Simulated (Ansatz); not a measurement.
Space group Pn-3m:1 (No. 224). a = 6.641 Å, b = 6.641 Å, c = 6.641 Å, α = 90.00°, β = 90.00°, γ = 90.00°
```
atom site symmetry x y z
  Si    2a      -43m  0.5000  0.5000  0.5000
   C    4c      .-3m  0.7500  0.2500  0.2500
   N    8e       .3m  0.1457  0.8543  0.1457
```

Equation of state of this SiC₂N₄ structure (not necessarily the ground state), with shape and atoms relaxed at each volume where symmetry leaves them free. Computed with Ansatz 0.2.0, DFT r2SCAN, scalar-relativistic, plane waves, PAW.

Cutoff 500 eV; k points 4×4×4 on the computed 14-atom cell (Γ-centred); Gaussian smearing, width 0.02 eV; no spin polarisation.

```tsv
V (Å³/atom)	E − E(largest V) (meV/atom)	P (GPa)	gap on mesh (eV)
18.412	66.80	18.23	4.78
19.040	6.64	12.62	4.83
19.668	-33.10	7.78	4.88
20.295	-55.20	3.61	4.89
20.923	-62.09	0.00	4.82
21.551	-55.85	-3.11	4.76
22.178	-38.30	-5.78	4.70
23.015	0.00	-8.78	4.62
```

Fit a third-order Birch–Murnaghan equation to E(V).

V0 = 20.92 Å³/atom, B0 = 111 GPa, B0' = 3.9.

The gaps are read on the mesh, which can miss the band edges, so they can be too wide.

Cost: 8 runs of about 20 core-minutes in all, on Intel Xeon Processor @ 2.50GHz (Skylake/Cascade Lake) (shared hosts).